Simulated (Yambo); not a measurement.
G0W0@LDA for NaAuO₂ (space group C2/m, No. 12) in Yambo. Reference settings: 4×4×2 Γ-centred k mesh, bands 6 to 107 and a 8 Ry block in the screening, 107 bands in G with the Bruneval-Gonze terminator, plasmon pole fitted at 27.2 eV. The LDA gap (0.25, -0.25, 0) → (0, 0.25, -0.5) on this mesh is 1.48 eV; G0W0 gaps are taken between the same points.

With and without the terminator, as bands are cut:

```json
[
 {"bands in G (in W)": "33 (33)", "gap, terminator (eV)": "3.499", "gap, none (eV)": "3.509", "valence shift, terminator (eV)": "-0.462", "valence shift, none (eV)": "-0.076"},
 {"bands in G (in W)": "46 (46)", "gap, terminator (eV)": "3.458", "gap, none (eV)": "3.508", "valence shift, terminator (eV)": "-0.542", "valence shift, none (eV)": "-0.169"},
 {"bands in G (in W)": "63 (63)", "gap, terminator (eV)": "3.408", "gap, none (eV)": "3.430", "valence shift, terminator (eV)": "-0.604", "valence shift, none (eV)": "-0.275"},
 {"bands in G (in W)": "85 (85)", "gap, terminator (eV)": "3.393", "gap, none (eV)": "3.417", "valence shift, terminator (eV)": "-0.666", "valence shift, none (eV)": "-0.411"},
 {"bands in G (in W)": "107 (107)", "gap, terminator (eV)": "3.386", "gap, none (eV)": "3.411", "valence shift, terminator (eV)": "-0.696", "valence shift, none (eV)": "-0.500"}
]
```

Over this range the gap spans 0.113 eV with the terminator and 0.098 eV without, the valence shift 0.234 eV and 0.424 eV. Neither column has reached its limit for certain.

Spin-orbit coupling is not included.

Geometry relaxed with LDA; primitive cell a = b = 3.5322 Å, c = 6.0129 Å, α = β = 115.65°, γ = 50.01°.

The structure is a Materials Project entry; no match was found in the copy of COD used, and its stability was not checked.

A shift is the quasiparticle energy of the state minus its LDA energy.
